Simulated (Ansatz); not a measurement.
# IrW: computed property card

IrW:
Space group Pmma (No. 51); a = 4.438 Å, b = 2.758 Å, c = 4.809 Å, α = β = γ = 90.00°

```
atom  site  symmetry       x       y       z
----  ----  --------  ------  ------  ------
Ir      2f       mm2  0.2500  0.5000  0.6761
W       2e       mm2  0.2500  0.0000  0.1725
```

Space group Pmma (No. 51); conventional cell a = 4.438 Å, b = 2.758 Å, c = 4.809 Å, α = 90.00°, β = 90.00°, γ = 90.00°.

Method: DFT-PBEsol in the program Ansatz with PAW potentials. Geometry: relaxed at this level of theory. Other levels are named where they apply.

**Cell and energy**

```yaml
volume_per_atom: 14.71 Å³
density: 21.22 g/cm³
Formation energy from the elements (no fitted shifts): -0.32 eV/atom
```

**Electronic structure**

```yaml
electronic_character: metallic (no gap)
Density of states at the Fermi level: 0.61 states/eV per atom (mean over ±0.08 eV)
Gap with spin–orbit coupling: none (metallic)
```

**Mechanics**

```yaml
Bulk modulus (Birch–Murnaghan fit): 361 GPa
Pressure derivative B′: 4.6
```

**Charges**

```yaml
bader_charges: Ir -0.84, W +0.84 e
```

The workflow started from an entry of the Crystallography Open Database (COD). Whether it is the stable phase at ambient conditions was not checked. Symmetry was held in the PBEsol relaxation; its stability against distortions is not shown here. The run is not spin-polarised. Axis ratios of metals converge slowly with the k-mesh, so a and c are less sure than the volume. The references are the lowest solids computed at this level, not always the standard phases. Spin–orbit coupling is left out wherever it is not named.

Potentials: the later of the program's two PAW sets.
